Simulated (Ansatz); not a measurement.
A single-point calculation of SnSe₂ built on the CdI2 prototype with the plane-wave code Ansatz, at the level r2SCAN. The cell was relaxed with r2SCAN+rVV10 and then strained (isotropic +3.0 % on every length), with the atoms relaxed again with r2SCAN+rVV10; k points keep the names of the unstrained zone.

```yaml
crystal:
  lattice:
    - [3.9399038097, 0.0, 0.0]
    - [-1.9699519049, 3.4120567877, 0.0]
    - [0.0, 0.0, 6.4138914363]
  atoms:
    - { symbol: Sn, position: [0.0, 0.0, 0.0] }
    - { symbol: Se, position: [0.3333333333, 0.6666666667, 0.240845611] }
    - { symbol: Se, position: [0.6666666667, 0.3333333333, 0.759154389] }
kpoints:
  mp_grid: { grid: [12, 12, 4] }
  band_path:
    path:
      - [0.0, 0.0, 0.0]
      - [0.5, 0.0, 0.0]
      - [0.3333333333, 0.3333333333, 0.0]
      - [0.0, 0.0, 0.5]
      - [0.5, 0.0, 0.5]
      - [0.3333333333, 0.3333333333, 0.5]
      - [-0.088542, 0.177083, 0.0]
      - [0.0, 0.466146, 0.325521]
    npoints: 1
hamiltonian:
  xc: r2scan
scf:
  occupations: { method: fixed }
  n_extra_bands: 4
output:
  forces: true
  stress: true
  eigenvalues: true
```

In the abridged output below, numbers in square brackets stand for lines, or ends of lines, that were taken out.
```
Functional definition: r2SCAN
Crystal: 3 atoms, lattice volume = 86.223 Å³
Basis set: ecut = 500 eV, 2189 PW (Γ)
Bands: 27, of which v1, the nominal top of the filled ones, is band 23 counted from 1 (22 counted from 0)
Symmetry: 12 space group operations
Space group: P-3m1 (ITA 164)
k-points: 69 of 576
Free energy (F): -16996.132637 eV
[1]
--- Per-component energies (eV) ---
  E_band       = -959.520243
  E_kinetic    = 422.406971
  E_local      = -6506.044569
  E_nonlocal   = -1221.963336
  E_hartree    = 3300.269048
  E_xc         = -568.537401
  E_vxc        = -312.394689
  E_paw        = -8014.897243
  E_vpaw       = 41.177257
  E_vtau       = 16.766980
  E_ewald      = -4404.571467
  E_core_change = -2.794221
--- Forces (eV/Å), atoms counted from 1 ---
  atom   1  Sn      0.00000      0.00000      0.00000
  atom   2  Se      0.00000      0.00000    -0.02053
  atom   3  Se      0.00000      0.00000      0.02053
--- Stress (GPa, compression-positive) ---
       -2.968171       0.000000       0.000000
        0.000000      -2.968171       0.000000
        0.000000       0.000000      -0.206635
  P = ⅓ Tr σ = -2.0477 GPa (-20.477 kbar)
--- Band table (eV; the first three rows and the last of 69) ---
[2]
```

The rows of the band table are 0: (0, 0, 0) = Γ, 1: (0, 0, 1/4), 2: (0, 0, -1/2) = A, 68: (1/3, 1/3, -1/2) = H.

**Question.** Give the withheld lines. They hold the Fermi energy and the band table.

**Answer.**
```
[1]
Fermi energy:    6.268484 eV
[2]
  k-point 0: bands = […, 0.5673, 5.5610, 5.5610, 5.8816, 5.8816, 6.2401, 7.3808, 9.5400, 11.0806, 11.0806]
  k-point 1: bands = […, 0.8449, 5.3509, 5.5271, 5.5271, 5.9346, 5.9346, 8.0720, 9.5211, 10.9854, 10.9854]
  k-point 2: bands = […, 1.1737, 4.6918, 5.5004, 5.5004, 5.9809, 5.9809, 8.4989, 9.4827, 10.8941, 10.8941]
  k-point 68: bands = […, -0.9140, 2.4848, 2.4848, 2.9515, 5.9280, 5.9280, 8.7566, 11.5854, 11.5854, 12.8693]
```
The trailing digits, and the zero of the energies, depend on the potentials and thresholds.

The r2SCAN gap is indirect, 0.96 eV (Γ–K (0.27 of the way from Γ) to k = (0, 0.466, 0.326)), below the direct gap of 1.14 eV at Γ. The gap is the least over the mesh and the extra points. The mean pressure at these positions is -2.05 GPa, compression counted positive. The largest force is 0.02 eV/Å.

Command: `ansatz run input.yaml --threads 2 --pin off --max-ram 29491MiB --backend cpu --events-out ev --progress --plain --runs-dir out`.

**Question.** It took 6.8 s on 2 threads of AMD EPYC 7R13 Processor (Zen 3) (shared host). What peak of host memory did it reach?

**Answer.** About 0.78 GiB.

No spin polarisation and no zero-point or thermal motion.

No spin-orbit coupling is included; it can move band edges with weight on the heavy atoms by tenths of an eV.
